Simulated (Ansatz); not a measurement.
Nb₂O₅:
```cif
data_Nb4O10
_chemical_formula_sum 'Nb4 O10'
_space_group_name_H-M_alt 'C2'
_space_group_IT_number 5
_space_group_name_Hall 'C 2y'
_cell_length_a 6.08931
_cell_length_b 5.15164
_cell_length_c 5.76293
_cell_angle_alpha 90.000
_cell_angle_beta 118.442
_cell_angle_gamma 90.000
loop_
_atom_site_label
_atom_site_type_symbol
_atom_site_symmetry_multiplicity
_atom_site_Wyckoff_symbol
_atom_site_fract_x
_atom_site_fract_y
_atom_site_fract_z
_atom_site_occupancy
Nb1 Nb 4 c 0.19085 0.03960 0.29438 1
O1 O 2 b 0.50000 0.78166 0.50000 1
O2 O 4 c 0.07658 0.71349 0.35294 1
O3 O 4 c 0.32425 0.56207 0.03668 1
```
(The calculation used a cell of 7 atoms; values per cell refer to that cell.)

Relaxed with r²SCAN. r²SCAN (plane waves, PAW; program Ansatz) gives a gap of 2.31 eV.

Problem. What gap does HSE06 give on the same cell (Ansatz, PAW)?

Solution. 3.28 eV, 0.97 eV more. The hybrid was solved on a coarser mesh and at special points; the gap given is the minimum over both.

```json
[
 {"k": "Γ", "v1 r²SCAN": "0.00", "c1 r²SCAN": "3.44", "v1 HSE06": "?", "c1 HSE06": "?"},
 {"k": "Y2", "v1 r²SCAN": "-0.31", "c1 r²SCAN": "2.68", "v1 HSE06": "-0.32", "c1 HSE06": "3.67"},
 {"k": "A", "v1 r²SCAN": "-0.86", "c1 r²SCAN": "3.68", "v1 HSE06": "-0.90", "c1 HSE06": "4.69"},
 {"k": "M2", "v1 r²SCAN": "-0.33", "c1 r²SCAN": "2.62", "v1 HSE06": "?", "c1 HSE06": "?"},
 {"k": "V2", "v1 r²SCAN": "-0.69", "c1 r²SCAN": "2.31", "v1 HSE06": "-0.72", "c1 HSE06": "3.28"},
 {"k": "L2", "v1 r²SCAN": "-0.66", "c1 r²SCAN": "3.04", "v1 HSE06": "?", "c1 HSE06": "?"},
 {"k": "C", "v1 r²SCAN": "-0.31", "c1 r²SCAN": "2.69", "v1 HSE06": "?", "c1 HSE06": "?"},
 {"k": "D", "v1 r²SCAN": "-0.64", "c1 r²SCAN": "2.77", "v1 HSE06": "-0.64", "c1 HSE06": "3.76"}
]
```

Problem. Top valence (v1) and lowest conduction level (c1) in eV from each method's valence maximum (which need not be a listed point): supply the withheld HSE06 values.

Solution. 
- L2, v1 HSE06: -0.67
- L2, c1 HSE06: 4.07
- Γ, v1 HSE06: 0.00
- Γ, c1 HSE06: 4.46
- C, v1 HSE06: -0.32
- C, c1 HSE06: 3.68
- M2, v1 HSE06: -0.30
- M2, c1 HSE06: 3.60

Cost on shared cores: the r²SCAN run (SCF on a 8×8×6 mesh, then bands and DOS) roughly 2.8 core-minutes, the HSE06 run (SCF on 5×5×3, then a few points) very roughly 3 core-minutes; the tasks are unlike.

The workflow started from a Materials Project entry (that database holds measured and hypothetical structures alike); the Crystallography Open Database copy checked does not list it. COD files the formula under space group No. 3, 15, 139. Its standing as an ambient phase is unchecked. The cell was relaxed with r²SCAN under the symmetry of its start; whether a distortion lowers the energy is not shown. No spin polarisation was allowed. Spin–orbit coupling is left out wherever it is not named.

Potentials: the later of the program's two PAW sets.
